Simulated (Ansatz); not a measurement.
**Is this Ir2Rh3 structure a true minimum?**

The structure comes from a generated guess, relaxed at this level; another structure or a mixture of phases may lie lower.

The calculation used Ansatz, DFT PBE, scalar-relativistic, plane waves, PAW. Settings: cutoff 420 eV, Γ-centred mesh 18×18×2 on the computed 10-atom cell, Gaussian smearing of 0.10 eV; no spin polarisation.

The cell below (10 atoms, space group P-6m2 (No. 187)) is relaxed within its symmetry.

```
Ir Rh
1.0
     2.73473    0.00000    0.00000
    -1.36736    2.36834    0.00000
     0.00000    0.00000   22.03529
Ir Rh
4 6
Cartesian
  0.0000 1.5789 0.0000
  1.3674 0.7894 6.6005
  1.3674 0.7894 11.0176
  1.3674 0.7894 15.4348
  0.0000 1.5789 17.6246
  0.0000 1.5789 4.4106
  0.0000 1.5789 8.8112
  0.0000 1.5789 13.2241
  1.3674 0.7894 19.8427
  1.3674 0.7894 2.1925
```

For the test it was strained at random (σ = 1.5 % a component), the atoms were moved at random (σ = 0.15 Å), and all was relaxed again on a coarse 12×12×1 mesh (in the run’s order of axes) with 0.20 eV smearing, with no symmetry imposed.

These runs have no spin–orbit coupling, which can matter for Ir.

**Question.** Does it come back?

**Answer.** It returns, within 1 meV/atom of the unmoved cell on that mesh and with the same symmetry when read at 0.1 Å (Amm2 at 0.01 Å, so small strains and shifts remain). So it is stable against the distortions that fit this cell and that this random move excites. Modes that don't fit the cell aren't tested.
